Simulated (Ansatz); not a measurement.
Data:

CdSiP₂:
```xyz
8
Lattice="-2.8221 2.8221 5.2499 2.8221 -2.8221 5.2499 2.8221 2.8221 -5.2499" Properties=species:S:1:pos:R:3 pbc="T T T"
Cd     0.0000     2.8221     2.6249
Cd     0.0000     0.0000     0.0000
Si     2.8221     0.0000     2.6249
Si     0.0000     0.0000     5.2499
P      1.4110     1.6519    -1.3125
P      1.4110     1.1702     3.9374
P      3.9922     1.4110     1.3125
P     -1.1702     1.4110     6.5623
```

This is the PBEsol-relaxed structure.

All from the program Ansatz at the PBEsol level (PAW), unless another level is named. Give the hole effective mass with spin–orbit coupling.

0.14, 0.42, 0.42 mₑ (principal values).

And the HSE06 gap on the PBEsol cell?

2.00 eV.

Next, the weight of the conduction-edge state by species (Voronoi cells)?

P 38 %, Si 34 %, Cd 28 %.

Space group I-42d (chalcopyrite). The cell was relaxed with PBEsol under the symmetry of its start. Spin–orbit coupling is left out wherever it is not named.

Potentials: the later of the program's two PAW sets.
